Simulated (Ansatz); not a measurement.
ZnGeP2 (chalcopyrite), relaxed with HSE06 (Ansatz, a program for electronic structure, plane waves, PAW): a = 5.4741 Å, b = 5.4741 Å, c = 10.7424 Å, α = 90.00°, β = 90.00°, γ = 90.00°.

- gap (eV): 1.93

**Question.** The same phase is relaxed and computed with LDA in the same code. What are the cell and these values now?

**Answer.** a = b = 5.3739 Å, c = 10.6260 Å, α = β = γ = 90.00°.

gap (eV): 1.00

All cells were relaxed under the symmetry of their starts (and spin orders); stability against distortions was not tested throughout. Scalar-relativistic: spin–orbit coupling is off unless named, which matters more the heavier the elements.

Potentials: the later of the program's two PAW sets.

Ansatz is a plane-wave DFT program.
